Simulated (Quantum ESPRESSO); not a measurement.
# Band energies of KLuO$_{2}$ at +2 % isotropic strain

```
KLuO2
1.0
    1.71065     0.98764     6.25488
   -1.71065     0.98764     6.25488
    0.00000    -1.97529     6.25488
O K Lu
2 1 1
Cartesian
  0.00000   0.00000   4.25377
  0.00000   0.00000  14.51087
  0.00000   0.00000   0.00000
  0.00000   0.00000   9.38232
```

norm-conserving PBEsol (Quantum ESPRESSO, 100 Ry, no spin-orbit coupling); path ΓLB1,BZΓX,QFP1Z,LP; energies in eV from the valence-band maximum.

```csv
k (1/Å),point,band 19,band 20,band 21,band 22,band 23,band 24,band 25,band 26
0.00,Γ,-1.87,-1.72,-0.19,0.00,0.00,3.32,5.66,6.21
0.21,,-1.86,-1.69,-0.36,-0.18,-0.10,3.73,5.82,6.12
0.54,,-1.74,-1.56,-1.19,-0.43,-0.22,4.89,5.40,6.59
0.86,,-1.72,-1.62,-1.27,-0.59,-0.55,4.86,5.35,6.76
1.07,L,-1.76,-1.61,-1.37,-0.67,-0.59,4.79,5.27,6.86
1.41,,-1.78,-1.34,-1.29,-1.07,-0.62,5.28,5.91,6.46
1.75,B1,-1.77,-1.59,-1.13,-1.12,-0.77,5.12,6.32,6.93
1.75,B,-1.77,-1.59,-1.13,-1.12,-0.77,5.12,6.32,6.93
1.85,,-1.75,-1.51,-1.15,-1.14,-0.72,4.98,6.08,7.19
2.17,,-1.76,-1.41,-1.16,-0.96,-0.34,4.96,5.40,6.48
2.49,,-1.78,-1.59,-0.75,-0.46,-0.25,4.93,5.32,5.83
2.70,,-1.85,-1.68,-0.55,-0.30,-0.15,4.70,5.18,6.03
2.91,Z,-1.87,-1.72,-0.71,-0.06,-0.06,4.62,4.97,6.41
3.04,,-1.87,-1.72,-0.64,-0.05,-0.05,4.28,5.22,6.37
3.41,Γ,-1.87,-1.72,-0.19,0.00,0.00,3.32,5.66,6.21
3.62,,-1.86,-1.69,-0.34,-0.18,-0.10,3.72,5.89,6.05
3.94,,-1.75,-1.58,-1.10,-0.58,-0.23,4.98,5.80,6.52
4.25,,-1.78,-1.42,-1.15,-1.14,-0.42,5.49,6.03,6.32
4.46,,-1.71,-1.49,-1.28,-1.09,-0.61,5.39,6.33,6.52
4.67,X,-1.77,-1.60,-1.14,-1.10,-0.76,5.16,6.53,6.58
4.67,Q,-1.77,-1.60,-1.14,-1.10,-0.76,5.16,6.53,6.58
5.02,,-1.80,-1.52,-1.30,-0.82,-0.48,4.11,6.35,7.40
5.25,F,-1.80,-1.64,-1.45,-0.51,-0.38,3.74,6.26,7.28
5.25,P1,-1.77,-1.57,-1.50,-0.52,-0.42,3.88,6.21,7.03
5.42,,-1.66,-1.65,-1.39,-0.51,-0.34,3.95,6.21,6.72
5.67,,-1.71,-1.56,-1.13,-0.45,-0.23,4.39,5.79,6.20
5.84,,-1.78,-1.60,-0.80,-0.33,-0.28,4.71,5.39,6.05
6.09,,-1.86,-1.70,-0.60,-0.22,-0.12,4.67,5.11,6.13
6.26,Z,-1.87,-1.72,-0.71,-0.06,-0.06,4.62,4.97,6.41
6.26,L,-1.76,-1.61,-1.37,-0.67,-0.59,4.79,5.27,6.86
6.60,P,-1.77,-1.57,-1.50,-0.52,-0.42,3.88,6.21,7.03
```

The PBEsol gap is direct, 3.32 eV at Γ.

The 4f states are in the valence at their DFT position.

Geometry strained from the cell relaxed with PBEsol, atoms relaxed again.

The structure is a Materials Project entry; no match was found in the copy of COD used, and its stability was not checked.
